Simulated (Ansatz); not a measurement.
**Question.** Each is relaxed and computed with LDA in the plane-wave PAW code Ansatz. Which is the only one with a gap?
A) Ge2Mo, Pnma (Ge on 4c, Mo on 4c, Ge on 4c)
B) NiGe, Pnma (Ni on 4c, Ge on 4c)
C) GePt, Pnma (Pt on 4c, Ge on 4c)
D) Bi2S3, Pnma (Pearson symbol oP20)

**Answer.** D, Bi2S3, Pnma (Pearson symbol oP20). Bi2S3: gap 1.09 eV (indirect); GePt: metal; Ge2Mo: metal; NiGe: metal. Standing as an ambient phase not checked: Ge2Mo, Pnma (Ge on 4c, Mo on 4c, Ge on 4c). Weakly bound layers, chains or molecules computed without a dispersion correction, so cells and soft constants are ill determined: Bi2S3, Pnma (Pearson symbol oP20). All cells were relaxed under the symmetry of their starts (and spin orders); stability against distortions was not tested throughout. Rows with no word on spin ran without spin polarisation. Scalar-relativistic: spin–orbit coupling is off unless named, which matters more the heavier the elements.

Potentials: the later of the program's two PAW sets.
